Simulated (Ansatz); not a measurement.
A plane-wave run on Sc₆CoPd₂

Input file of Ansatz 0.2.0:

```yaml
crystal:
  lattice:
    - [3.623885, 6.276749, 0.0]
    - [-3.623885, 6.276749, 0.0]
    - [0.0, 0.0, 3.60407]
  atoms:
    - { symbol: Sc, position: [0.242, 0.758, 0.0] }
    - { symbol: Sc, position: [0.758, 0.0, 0.0] }
    - { symbol: Sc, position: [0.0, 0.242, 0.0] }
    - { symbol: Sc, position: [0.6068, 0.3932, 0.5] }
    - { symbol: Sc, position: [0.3932, 0.0, 0.5] }
    - { symbol: Sc, position: [0.0, 0.6068, 0.5] }
    - { symbol: Co, position: [0.0, 0.0, 0.5] }
    - { symbol: Pd, position: [0.3333, 0.3334, 0.0] }
    - { symbol: Pd, position: [0.6667, 0.6666, 0.0] }
  symmetry: { tolerance: 0.0003 }
kpoints:
  mp_grid: { grid: [6, 6, 9], shift: [0, 0, 0] }
  band_path:
    path:
      - [0.0, 0.0, 0.0]
      - [0.49999994, 0.50000002, 0.0]
      - [0.33333329, 0.66666675, 0.0]
      - [0.0, 0.0, 0.0]
      - [0.0, 0.0, 0.5]
      - [0.49999994, 0.50000002, 0.5]
      - [0.33333329, 0.66666675, 0.5]
      - [0.0, 0.0, 0.5]
      - [0.49999994, 0.50000002, 0.5]
      - [0.49999994, 0.50000002, 0.0]
      - [0.33333329, 0.66666675, 0.5]
    npoints: 6
magnetization:
  spin_polarized: false
scf:
  occupations: { method: fermi_dirac, width: 0.0205 }
  lower_state_search: "off"
  max_iter: 200
hamiltonian:
  pseudopotentials: { kind: paw }
  xc: pbe
basis:
  ecutwfc: 420
  fft_grid_basis: typed
output:
  forces: true
  stress: true
  eigenvalues: true
  bader: true
  populations: true
  elf: true
  write_potential: true
  volumetric_format: npy
  dos:
    e_range: [-12, 8]
    de: 0.05
    projected: { site_lists: { Co: [Co], Pd: [Pd], Sc: [Sc] } }
checkpoint:
  read: saved_state
```

The run starts from an earlier solution of this cell. 

Output (shortened):

```
Warning: the atoms were moved onto the symmetric positions of the space group found under crystal.symmetry.tolerance 3.0e-4 (fractional; no operation is sought that the atoms, as they stand in a round, miss by more than twice it, and no atom is moved by as much as it), and the run uses the moved positions.
Pseudopotentials: kind: paw
Pseudopotential: Sc, paw, valence charge 11, recommended cutoff 420 eV (normal), Sc.paw.azcp
Pseudopotential: Co, paw, valence charge 17, recommended cutoff 420 eV (normal), Co.paw.azcp
Pseudopotential: Pd, paw, valence charge 18, recommended cutoff 420 eV (normal), Pd.paw.azcp
Functional definition: PBE
  exchange = pbe_x(kappa = kappa, mu = beta*pi^2/3)
  correlation = pbe_c(beta = beta)
Crystal: 9 atoms, lattice volume = 163.958 Å³
Basis set: ecut = 420 eV, 3169 PW (Γ), exchange–correlation on 100×100×50 points (8 copies of the dense FFT grid, shifted against one another)
Bands: 72, of which v1, the nominal top of the filled ones, is band 60 counted from 1 (59 counted from 0)
Symmetry: 12 space group operations
Space group: P-62m (ITA 189), of the structure as read, at distance tolerance 1.6e-3 Å
k-points: 35 of 324 (time reversal used)
Initial density: read from a saved state, or passed on in memory by an earlier SCF of this step, an earlier step, the calling program or the single point that the run made first
Functional: x = pbe(κ = 0.804, μ = 0.2195), c = pbe(β = 0.0667)
SCF iter   1: F=—  Δρ=1.56e-3  dr2=5.94e-3
SCF iter   2: F=—  Δρ=8.83e-4  dr2=2.23e-3
SCF iter   3: F=—  Δρ=1.91e-4  dr2=8.49e-5
SCF iter   4: F=—  Δρ=6.53e-5  dr2=9.93e-6
SCF iter   5: F=—  Δρ=2.62e-5  dr2=1.17e-6
SCF iter   6: F=-31890.2697 eV  Δρ=5.55e-6  dr2=6.20e-8
Free energy (F): -31890.2697 eV
Harris-Foulkes:  -31890.2697 eV  (|F-HF|=4.63e-8)
Internal energy: -31890.2477 eV  (E = F + TS)
E sigma→0 (E₀):  -31890.2587 eV
Entropy (-TS):   -0.0220 eV (-2.449 meV/atom)
Fermi energy:    13.8858 eV
--- Forces (eV/Å), atoms counted from 1 ---
  atom   1  Sc     0.6182     0.0000     0.0000
  atom   2  Sc    -0.3091    -0.5354     0.0000
  atom   3  Sc    -0.3091     0.5354     0.0000
  atom   4  Sc    -0.7242     0.0000     0.0000
  atom   5  Sc     0.3621     0.6271     0.0000
  atom   6  Sc     0.3621    -0.6271     0.0000
  atom   7  Co     0.0000     0.0000     0.0000
  atom   8  Pd     0.0000     0.0000     0.0000
  atom   9  Pd     0.0000     0.0000     0.0000
--- Stress (GPa, compression-positive) ---
        9.7920       0.0000       0.0000
        0.0000       9.7920       0.0000
        0.0000       0.0000       9.8685
  P = ⅓ Tr σ = 9.8175 GPa (98.175 kbar)
--- Löwdin populations: 9 sites ---
  site symbol       q [e]
     0     Sc     11.0496
     1     Sc     11.0496
     2     Sc     11.0496
     3     Sc     10.9517
     4     Sc     10.9517
     5     Sc     10.9517
     6     Co     16.9265
     7     Pd     17.2658
     8     Pd     17.2658
  spilling = 0.0129 (of n_electrons = 119.0000)
--- Bader charges: 9 sites ---
  site symbol  charge [e]  shift [e]
     0     Sc      1.0960     0.0000
     1     Sc      1.0960     0.0000
     2     Sc      1.0959     0.0000
     3     Sc      1.2685     0.0003
     4     Sc      1.2685     0.0003
     5     Sc      1.2685     0.0003
     6     Co     -2.6866     0.0003
     7     Pd     -2.2034     0.0005
     8     Pd     -2.2033     0.0005
```

Origin: a known structure type with other elements, at an estimated volume, so it need not be a known compound. Caveats: no spin polarisation, so a magnetic state may lie lower.
